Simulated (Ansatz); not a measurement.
AlN:
```cif
data_Al4N4
_chemical_formula_sum 'Al4 N4'
_space_group_name_H-M_alt 'P 1'
_space_group_IT_number 1
_cell_length_a 3.10338
_cell_length_b 3.10338
_cell_length_c 10.04924
_cell_angle_alpha 90.000
_cell_angle_beta 90.000
_cell_angle_gamma 120.000
loop_
_space_group_symop_operation_xyz
  'x, y, z'
loop_
_atom_site_label
_atom_site_type_symbol
_atom_site_fract_x
_atom_site_fract_y
_atom_site_fract_z
_atom_site_occupancy
Al1 Al 0.00000 0.00000 0.00146 1
Al2 Al 0.00000 0.00000 0.50146 1
Al3 Al 0.66667 0.33333 0.75036 1
Al4 Al 0.33333 0.66667 0.25036 1
N1 N 0.00000 0.00000 0.81192 1
N2 N 0.00000 0.00000 0.31192 1
N3 N 0.66667 0.33333 0.56190 1
N4 N 0.33333 0.66667 0.06190 1
```

Relaxed with PBEsol.

Task: Which orbitals make up the states near the band edges in plane-wave PAW PBEsol (Ansatz code)?

Result: Top 1 eV of the valence band: N 2p 90 %, Al 3p 8 %. Bottom 1 eV of the conduction band: Al 3p 55 %, N 2s 17 %, N 2p 10 %, outside the projected shells 13 %. Projections are on Löwdin-orthogonalised atomic valence shells; empty p or d shells of many metals are not among them.

Task: Tabulate the density of states.

Result: States/eV per cell of 8 atoms, in 0.25 eV bins, energy from the valence-band maximum.

```csv
E (eV),total,N 2p,Al 3p,Al 3s
-7.85,0.00,0.00,0.00,0.00
-7.60,0.00,0.00,0.00,0.00
-7.35,0.00,0.00,0.00,0.00
-7.10,0.00,0.00,0.00,0.00
-6.85,0.00,0.00,0.00,0.00
-6.60,0.00,0.00,0.00,0.00
-6.35,0.00,0.00,0.00,0.00
-6.10,0.00,0.00,0.00,0.00
-5.85,0.24,0.14,0.06,0.04
-5.60,1.18,0.69,0.28,0.19
-5.35,2.57,1.55,0.54,0.42
-5.10,3.18,1.95,0.65,0.49
-4.85,4.91,3.08,0.93,0.72
-4.60,5.83,3.76,0.94,0.84
-4.35,4.82,3.18,0.63,0.71
-4.10,2.65,1.73,0.36,0.34
-3.85,1.64,1.06,0.24,0.16
-3.60,2.30,1.54,0.39,0.20
-3.35,2.65,1.83,0.45,0.22
-3.10,3.04,2.15,0.52,0.23
-2.85,3.33,2.42,0.56,0.23
-2.60,3.46,2.56,0.57,0.21
-2.35,4.22,3.20,0.66,0.24
-2.10,4.66,3.60,0.72,0.22
-1.85,5.05,4.00,0.77,0.18
-1.60,6.30,5.10,0.94,0.15
-1.35,5.93,4.95,0.76,0.12
-1.10,7.02,6.00,0.79,0.10
-0.85,9.27,8.15,0.90,0.08
-0.60,6.48,5.87,0.45,0.04
-0.35,4.01,3.74,0.17,0.01
-0.10,1.26,1.20,0.03,0.00
0.15,0.00,0.00,0.00,0.00
0.40,0.00,0.00,0.00,0.00
0.65,0.00,0.00,0.00,0.00
0.90,0.00,0.00,0.00,0.00
1.15,0.00,0.00,0.00,0.00
1.40,0.00,0.00,0.00,0.00
1.65,0.00,0.00,0.00,0.00
1.90,0.00,0.00,0.00,0.00
2.15,0.00,0.00,0.00,0.00
2.40,0.00,0.00,0.00,0.00
2.65,0.00,0.00,0.00,0.00
2.90,0.00,0.00,0.00,0.00
3.15,0.00,0.00,0.00,0.00
3.40,0.00,0.00,0.00,0.00
3.65,0.00,0.00,0.00,0.00
3.90,0.02,0.00,0.01,0.00
4.15,0.26,0.02,0.16,0.01
4.40,0.57,0.05,0.32,0.03
4.65,1.10,0.11,0.60,0.05
4.90,1.51,0.18,0.80,0.08
5.15,1.76,0.24,0.93,0.08
5.40,2.39,0.38,1.26,0.09
5.65,3.08,0.53,1.60,0.10
5.90,2.61,0.48,1.25,0.11
6.15,1.94,0.38,0.86,0.09
6.40,0.80,0.16,0.35,0.04
6.65,2.20,0.34,1.04,0.16
6.90,5.29,0.91,2.52,0.35
7.15,3.47,0.66,1.60,0.25
7.40,2.43,0.51,1.12,0.17
7.65,2.03,0.48,0.96,0.12
7.90,0.71,0.15,0.32,0.06
8.15,0.79,0.05,0.27,0.17
8.40,1.85,0.15,0.71,0.34
8.65,2.93,0.30,1.15,0.52
```

Space group P6_3mc. The cell is a constructed one: a structure type filled with these elements. Its sites differ from those of the usual phase in this space group: another stacking or structure type. Symmetry was held in the PBEsol relaxation; whether a distortion lowers the energy is not shown.

Potentials: the later of the program's two PAW sets.
